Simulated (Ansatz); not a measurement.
# Cs₃Ag₉Sb₄S₁₂ — field gradients at the nuclei

The cell is a computed structure from the Materials Project (it need not be an observed phase).

Space group I-4 (No. 82); a = 11.2648, c = 12.0362 Å.

```
site  Wyckoff  site symmetry       x       y       z
 Cs1       2a           -4..  0.0000  0.0000  0.0000
 Cs2       4e            2..  0.0000  0.0000  0.3262
 Ag4       2d           -4..  0.5000  0.0000  0.2500
 Ag5       8g              1  0.3215  0.1672  0.1649
 Ag7       8g              1  0.8395  0.3291  0.1699
  Sb       8g              1  0.6126  0.1309  0.9946
 S17       8g              1  0.3019  0.6677  0.0021
 S21       8g              1  0.0557  0.2646  0.1604
 S23       8g              1  0.7245  0.0551  0.1597
```

One atom of each set is listed; the run and its k-mesh use a cell of 28 atoms with edges of 9.98, 9.98, 9.98 Å.

The numbers come from a DFT calculation in Ansatz (PBE, plane waves and PAW, scalar-relativistic, 420 eV cutoff, Γ-centred 4×4×4 k-points, Fermi–Dirac smearing 0.02 eV).

C_Q = eQV_zz/h, which is 24.18 MHz for Q = 1 b and V_zz = 10²¹ V/m²; η = (V_xx − V_yy)/V_zz.

133Cs: I = 7/2, Q = -3.430 mb; ¹²³Sb: I = 7/2, Q = -692.0 mb; ³³S: I = 3/2, Q = -69.40 mb. Q values from Pyykkö, Mol. Phys. 116, 1328 (2018).

```
site  atoms                                               first shell  V_zz (10²¹ V/m²)     η  C_Q (MHz)
 Cs1      1                   8 S at 3.61–3.70 Å; also 2 Cs at 3.93 Å              7.98  0.00     -0.662
 Cs2      2              8 S at 3.58–3.75 Å; also 2 Cs at 3.93–4.18 Å              3.03  0.36     -0.252
 Ag4      1                        4 S at 2.82 Å; also 4 Ag at 2.94 Å              8.12  0.00          –
 Ag5      4                    3 S at 2.52–2.61 Å; also 1 S at 3.19 Å             12.88  0.37          –
 Ag7      4                    3 S at 2.54–2.57 Å; also 1 S at 3.35 Å             14.57  0.05          –
  Sb      4                                        3 S at 2.47–2.50 Å             -23.1  0.19        387
 S17      4                       1 Sb at 2.47 Å, 2 Ag at 2.52–2.57 Å             11.43  0.57      -19.2
 S21      4  1 Sb at 2.47 Å, 2 Ag at 2.54–2.56 Å; also 1 Ag at 3.19 Å             10.21  0.91      -17.1
 S23      4  1 Sb at 2.50 Å, 3 Ag at 2.56–2.82 Å; also 1 Ag at 3.35 Å              8.26  0.33      -13.9
```

An axis of threefold or higher order runs through Cs1 and Ag4, so V_zz lies along it and η is zero. At Ag5, Ag7 and Sb V_zz stands upright on the plane through its three neighbours (within 8°) in each case. At S17 and S23 V_zz points along its one bond to Sb (within 10°) in each case.

Ag has no stable isotope with a ground-state quadrupole moment in the table, so no C_Q is given.

Without spin–orbit coupling (the program notes it for Ag, Cs and Sb) the gradients are little affected as a rule: paired runs on crystals with a gap mostly move them by under 2 % at such atoms. With these PAW files V_zz is typically within 2 to 3 % of all-electron values, but misses above 10 % occur on Sb.

Hardware: 2 threads of Arm Neoverse V2 (aarch64; 8 cores open to the job, memory cap 5.0 GiB, no GPU), a shared host with a load of 0.8 a core. Wall time 3.5 min, CPU time 7 min, peak memory 2.8 GiB.
